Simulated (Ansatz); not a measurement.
In2Bi: computed property card

In2Bi:
```
CELL_PARAMETERS angstrom
      5.46038     0.00000     0.00000
     -2.73019     4.72883     0.00000
      0.00000     0.00000     6.46997
ATOMIC_POSITIONS crystal
  In 0.00000 0.00000 0.00000
  In 0.00000 0.00000 0.50000
  In 0.66667 0.33333 0.25000
  In 0.33333 0.66667 0.75000
  Bi 0.66667 0.33333 0.75000
  Bi 0.33333 0.66667 0.25000
```

Space group P6_3/mmc (No. 194); conventional cell a = b = 5.460 Å, c = 6.470 Å, α = β = 90.00°, γ = 120.00°.

Method: PBEsol in the plane-wave PAW code Ansatz. Structure relaxed to zero pressure with the same functional. Other levels are named where they apply.

### Cell and energy

```
Quantity                                                    Value
-----------------------------------------------------  ----------
Volume per atom                                          27.84 Å³
Density                                                8.72 g/cm³
Formation energy from the elements (no fitted shifts)  6 meV/atom
```

### Electronic structure

```
Item                                                                        Result
------------------------------------  --------------------------------------------
Electronic character                                             metallic (no gap)
Density of states at the Fermi level  0.41 states/eV per atom (mean over ±0.08 eV)
Gap with spin–orbit coupling                                       none (metallic)
```

### Mechanics

```
Property                                                                                          Result
--------------------------------------------  ----------------------------------------------------------
Bulk modulus (Birch–Murnaghan fit)                                                              45.4 GPa
Pressure derivative B′                                                                               5.2
Elastic constants (relaxed ions, GPa)         C11 = 64.9, C12 = 45.1, C13 = 29.9, C33 = 72.4, C44 = 11.5
Mechanical stability                                              stable (all eigenvalues of C positive)
Hill bulk and shear moduli                                                             45.7 and 12.5 GPa
Young's modulus                                                                                 34.3 GPa
Poisson's ratio                                                                                     0.37
Debye temperature from the elastic constants                                                       133 K
```

### Phonons

```
Item                                           Result
-----------------------------  ----------------------
Highest zone-centre frequency               100 cm^-1
Zone-centre stability          no imaginary mode at Γ
```

The first step of the workflow began from a Materials Project structure, measured or hypothetical; the Crystallography Open Database files this formula in space group No. 194, but the cells were not matched. Its standing as an ambient phase is unchecked. The cell was relaxed with PBEsol under the symmetry of its start. As this level gives no gap, shear constants depend on the k-mesh and smearing (Fermi–Dirac, 0.1 eV here). As this level gives no gap, phonon frequencies hold no LO–TO term and depend on the k-mesh and smearing (Fermi–Dirac, 0.1 eV here). Axis ratios of metals converge slowly with the k-mesh, so a and c are less sure than the volume. On the denser mesh and wider smearing of the elastic run this cell carries a stress of 0.3 GPa. The references are the lowest solids computed at this level, not always the standard phases. Spin–orbit coupling is left out wherever it is not named.

Potentials: the later of the program's two PAW sets.
